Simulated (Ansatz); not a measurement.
Eu (bcc, W type)

```xyz
1
Lattice="-2.2236 2.2236 2.2236 2.2236 -2.2236 2.2236 2.2236 2.2236 -2.2236" Properties=species:S:1:pos:R:3 pbc="T T T"
Eu     0.0000     0.0000     0.0000
```

The relaxed cell is deformed in two ways at once: its volume V is scaled, and at that volume it is stretched along z (the c axis of the conventional cell) so that c/a changes. Fractional atomic positions are held.

Computed with r2SCAN (plane waves to 500 eV, PAW, scalar-relativistic; Ansatz, a first-principles code). k mesh 15×15×15 (Γ-centred), Fermi-Dirac smearing 0.05 eV. The energy includes the smearing's −TS. With partly filled bands, the response to shear is sensitive to the k mesh, so small differences along c/a are uncertain. Eu was relaxed with its symmetry unable to fall. Relaxed Eu ends ferromagnetic. The relaxed volume of Eu is well below the measured one. Other magnetic orders were not checked, so this need not be the ground state. The f-shell state is unchecked: a lower one may exist. The last digit holds for this mesh only.

Changes of ΔE (kJ/mol of atoms) from the point V/V₀ = 1.000, (c/a)/(c/a)₀ = 1.000 when one coordinate moves alone (two changes are said to add if the coupling is within 5 % of the smaller one, nearly so within 20 %):

```
point                               change
----------------------------------  ------
V/V₀ = 1.000, (c/a)/(c/a)₀ = 0.880    1.17
V/V₀ = 1.000, (c/a)/(c/a)₀ = 0.940    0.22
V/V₀ = 0.920, (c/a)/(c/a)₀ = 1.000    1.38
V/V₀ = 0.960, (c/a)/(c/a)₀ = 1.000    0.32
V/V₀ = 1.040, (c/a)/(c/a)₀ = 1.000    0.28
V/V₀ = 1.080, (c/a)/(c/a)₀ = 1.000    1.08
V/V₀ = 1.000, (c/a)/(c/a)₀ = 1.060    0.10
V/V₀ = 1.000, (c/a)/(c/a)₀ = 1.120    0.15
```

Problem. What is the change at V/V₀ = 1.080, (c/a)/(c/a)₀ = 0.880, where both move, and how far is it from the sum?

Solution. The sum of the single changes is 1.08 + (1.17) = 2.25; the calculation gives 2.18, so the coupling contributes -0.07 (under 20 % of the smaller single change, nearly additive).

(Under strain, the slope of the energy per volume gives the stress and its curvature an elastic modulus.)
